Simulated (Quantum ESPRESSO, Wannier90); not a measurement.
# Tight-binding from DFT: GaP (wurtzite)

```
begin unit_cell_cart
ang
    3.8417199505    0.0000000000    0.0000000000
   -1.9208599753    3.3270270714    0.0000000000
    0.0000000000    0.0000000000    6.3329300000
end unit_cell_cart
begin atoms_frac
Ga  -0.3333333333  0.3333333333 -0.4999500000
Ga   0.3333333333 -0.3333333333  0.0000500000
P   -0.3333333333  0.3333333333 -0.1260500000
P    0.3333333333 -0.3333333333  0.3739500000
end atoms_frac
```

Structure: Materials Project mp-8882, symmetrised, not relaxed again. Not found in the COD (Crystallography Open Database) copy used, which has the formula in other groups; not checked further. Level: LDA, no spin polarisation, no spin-orbit coupling; pw.x of Quantum ESPRESSO at 64 Ry with PseudoDojo potentials, 12×12×6 k-points, Wannier90. Density: 12×12×6 mesh, cold smearing 0.01 Ry.

A tight-binding model is made by disentanglement and projection with no localisation steps (num_iter = 0), so the 16 orbitals stay atom-like: hydrogen-like Ga: s;p; P: s;p, axes along x, y, z; frozen window up to 2.70 eV relative to the valence-band maximum. It follows pw.x to 1.5 meV rms for states up to 2.2 eV relative to the valence-band maximum. Matrix elements depend on this choice of orbitals and windows.

What are the on-site energies relative to the valence-band maximum, and how fast do the hoppings decay?


```json
[
 {"atom": "Ga1", "orbitals": "s", "energy (eV)": "-2.50"},
 {"atom": "Ga1", "orbitals": "pz", "energy (eV)": "2.98"},
 {"atom": "Ga1", "orbitals": "px py", "energy (eV)": "3.06"},
 {"atom": "Ga2", "orbitals": "s", "energy (eV)": "-2.50"},
 {"atom": "Ga2", "orbitals": "pz", "energy (eV)": "2.98"},
 {"atom": "Ga2", "orbitals": "px py", "energy (eV)": "3.06"},
 {"atom": "P3", "orbitals": "s", "energy (eV)": "-7.11"},
 {"atom": "P3", "orbitals": "pz", "energy (eV)": "0.50"},
 {"atom": "P3", "orbitals": "px py", "energy (eV)": "0.46"},
 {"atom": "P4", "orbitals": "s", "energy (eV)": "-7.11"},
 {"atom": "P4", "orbitals": "pz", "energy (eV)": "0.50"},
 {"atom": "P4", "orbitals": "px py", "energy (eV)": "0.46"}
]
```

| distance of the centres (Å) | largest modulus (eV) |
|---|---|
| 2–3 | 2.7 |
| 3–4 | 0.73 |
| 4–5 | 0.28 |
| 5–6 | 0.17 |
| 6–7 | 0.25 |
| 7–8 | 0.047 |
| 8–9 | 0.054 |
| 9–10 | 0.059 |
| 10–11 | 0.0087 |
| 11–12 | 0.0057 |
| 12–13 | 0.0085 |
